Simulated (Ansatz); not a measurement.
## Equation of state of ZnGe3 under PBE

```
CELL_PARAMETERS angstrom
4.22236 0.00000 0.00000
0.00000 4.22236 0.00000
0.00000 0.00000 4.22236
ATOMIC_POSITIONS crystal
Ge 0.50000 0.50000 0.00000
Ge 0.50000 0.00000 0.50000
Ge 0.00000 0.50000 0.50000
Zn 0.00000 0.00000 0.00000
```

The cell comes from a database or a generator and needn't be the stable form of this composition.

The cell was scaled at fixed shape and fractions and run with Ansatz, Ansatz PAW, cutoff 420 eV; PBE, k mesh 6 × 6 × 6 on the cell of 4 atoms, fermi-dirac occupations of 0.05 eV, no spin polarisation, no spin-orbit coupling. Energies are those that the program minimises, any entropy of the smearing included. For a metal such a mesh isn't converged to the digits shown.

```tsv
V (Å³/atom)	energy over the lowest row (meV/atom)
17.6903	13.796
18.0667	5.596
18.4431	1.136
18.8194	0.000
19.1958	?
19.5722	6.323
19.9486	13.134
```

**Question.** Fit the third-order Birch-Murnaghan form, give V0, B0 and B′, and predict the energy left open.

**Answer.** With y = (V0/V)^(2/3), E = E0 + (9 V0 B0/16) [(y - 1)³ B′ + (y - 1)² (6 - 4y)]. Least squares through the rows shown give V0 = 18.7674 Å³/atom, E0 = -0.021 meV, B0 = 63.86 GPa (1 eV/Å³ = 160.218 GPa) and B′ = 4.83, with a largest miss of 0.008 meV. At V = 19.1958 the form with these constants gives 1.844 meV; the run gave 1.841 meV an atom.
